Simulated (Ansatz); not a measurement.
A 2-atom cell of LiF started from a crystallographic database, relaxed with r2SCAN, was run in the PAW code Ansatz under altered settings. All numbers are computed, without spin polarisation but where a row says otherwise.

```
CELL_PARAMETERS angstrom
0.00000 1.99487 1.99487
1.99487 0.00000 1.99487
1.99487 1.99487 0.00000
ATOMIC_POSITIONS crystal
Li 0.00000 0.00000 0.00000
F 0.50000 0.50000 0.50000
```

The base run's other keys:
```yaml
kpoints:
  mp_grid: { grid: [6, 6, 6] }
hamiltonian:
  xc: hse06
scf:
  occupations: { method: fixed }
  n_extra_bands: 4
```

It takes 11 iterations with 331 plane waves at 420 eV and 16 k points, and leaves a mean stress of +1.20 GPa. The gap over this mesh is 11.675 eV.

Outcomes, with energy and stress as changes against the base:
```
                                  setting    outcome  ΔF (meV/atom)  Δ mean stress (GPa)  gap on the mesh (eV)  iterations
    PBE hybrid, exx coeff 0.4, unscreened  converged              –                 -2.0                14.317          12
 PBE hybrid, exx coeff 1.5, omega 0.1 1/Å    refused              –                    –                     –           –
PBE hybrid, exx coeff 0.05, omega 0.5 1/Å  converged              –                 +2.6                 9.650           9
 PBE hybrid, exx coeff 0.2, omega 0.3 1/Å  converged              –                 +0.7                10.974          11
                scf.occupations: cold 0.5  converged            0.0                  0.0                11.675          12
          kpoints.mp_grid.grid: [2, 2, 2]  converged           +159                 +5.6                11.627          11
```
A dash marks a value that wasn't obtained or can't be compared. Stress is positive in compression.

- PBE hybrid, exx coeff 0.4, unscreened. That is 40 % exact exchange, at all ranges, against HSE06's 25 % screened at 0.208 1/Å. The mean stress moves by -2.0 GPa and the gap on the mesh by +2.642 eV (to 14.317). Totals of different functionals aren't comparable.
- PBE hybrid, exx coeff 1.5, omega 0.1 1/Å. It is rejected at once. Error: invalid value for `hamiltonian.xc.exx.coeff`: must be finite and in (0, 1]; got 1.5
- PBE hybrid, exx coeff 0.05, omega 0.5 1/Å. That is 5 % exact exchange, screened with ω = 0.5 1/Å, against HSE06's 25 % screened at 0.208 1/Å. The mean stress moves by +2.6 GPa and the gap on the mesh by -2.025 eV (to 9.650). Totals of different functionals aren't comparable.
- PBE hybrid, exx coeff 0.2, omega 0.3 1/Å. That is 20 % exact exchange, screened with ω = 0.3 1/Å, against HSE06's 25 % screened at 0.208 1/Å. The mean stress moves by +0.7 GPa and the gap on the mesh by -0.701 eV (to 10.974). Totals of different functionals aren't comparable.
- kpoints.mp_grid.grid: [2, 2, 2]. The free energy moves by +159 meV an atom, the mean stress by +5.6 GPa and the gap on the mesh by -0.048 eV (to 11.627). The mesh is too coarse.

Within 1 meV an atom, 0.1 GPa and 0.005 eV of the base stay: scf.occupations: cold 0.5.

The program warns that its thresholds are loose for a hybrid's stress.

The meshes of the hybrids are coarse, so their gaps aren't converged to the digits shown.
